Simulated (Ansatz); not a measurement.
# YZn: do energies and stresses tell the same story?

Method: DFT PBEsol, scalar-relativistic, plane waves, PAW (Ansatz 0.2.0).

Settings: cutoff 420 eV, Γ-centred mesh 12×12×12 on the computed 2-atom cell, Gaussian smearing of 0.10 eV; no spin polarisation.

Relaxed cell: Pm-3m, a = 3.521 Å, b = 3.521 Å, c = 3.521 Å, α = 90.00°, β = 90.00°, γ = 90.00°, 2 atoms in the primitive cell. Whether it is the stable form of this composition wasn't checked.

Energies at zero smearing and pressures from the stress tensor, at volumes with shape and atoms relaxed:
```json
{"V (Å³/atom)": "19.213", "E − E(first) (meV/atom)": "0.00", "P (GPa)": "10.79"}
{"V (Å³/atom)": "19.868", "E − E(first) (meV/atom)": "-37.01", "P (GPa)": "7.45"}
{"V (Å³/atom)": "20.523", "E − E(first) (meV/atom)": "-61.39", "P (GPa)": "4.58"}
{"V (Å³/atom)": "21.178", "E − E(first) (meV/atom)": "-74.86", "P (GPa)": "2.10"}
{"V (Å³/atom)": "21.833", "E − E(first) (meV/atom)": "-78.91", "P (GPa)": "-0.05"}
{"V (Å³/atom)": "22.487", "E − E(first) (meV/atom)": "-74.79", "P (GPa)": "-1.90"}
{"V (Å³/atom)": "23.142", "E − E(first) (meV/atom)": "-63.62", "P (GPa)": "-3.49"}
{"V (Å³/atom)": "24.016", "E − E(first) (meV/atom)": "-39.51", "P (GPa)": "-5.27"}
```

Check P = −dE/dV between neighbouring volumes, and get the bulk modulus from the pressures alone.

With 1 eV/Å³ = 160.2 GPa:
```
middle V (Å³/atom)  −ΔE/ΔV (GPa) mean P (GPa)
            19.540         9.054         9.121
            20.195         5.963         6.016
            20.850         3.296         3.339
            21.505         0.989         1.026
            22.160        -1.007        -0.971
            22.815        -2.731        -2.692
            23.579        -4.424        -4.379
```

The two differ by 0.07 GPa at most. The mean of two end pressures misses the average over a step by about ΔV² P″/12, up to 0.04 GPa here; with that taken off 0.03 GPa remains. The stress is the derivative of the free energy, not of the energy at zero smearing, and with free energies 0.00 GPa remains. Around V = 21.833 Å³/atom, the two neighbours give B = −V ΔP/ΔV = 21.833 × 3.99 / 1.310 = 66.6 GPa, against B0 = 66.4 GPa from the Birch–Murnaghan fit of the energies.

Cost: 9 runs of about 0.71 core-minutes in all, on Arm Neoverse V2 (shared hosts).